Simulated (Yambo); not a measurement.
```
CELL_PARAMETERS angstrom
      0.00000     2.58196     2.58196
      2.58196     0.00000     2.58196
      2.58196     2.58196     0.00000
ATOMIC_POSITIONS crystal
  Li 0.00000 0.00000 0.00000
  Cl 0.50000 0.50000 0.50000
```

The PBEsol cell relaxed from Materials Project entry mp-22905 was given an isotropic strain of +2 % on all lattice vectors, and the atoms were relaxed again.

Problem. Where are the main features of Im ε from RPA with local fields on PBEsol bands shifted by a G0W0 scissor of 2.91 eV (Yambo; 18×18×18 mesh, 22 bands, 4 Ry local-field block, 0.2 eV broadening; field along x)?

Solution. Peaks at 10.6 eV (3.5), 11.9 eV (4.2), 15.1 eV (3.1), heights in brackets. Structure narrower than a few tenths of an eV can come from the finite k mesh. Convergence of the RPA response with its 18×18×18 mesh was not tested. The scissor comes from a G0W0 run whose convergence isn't established. No excitonic effects at this level.
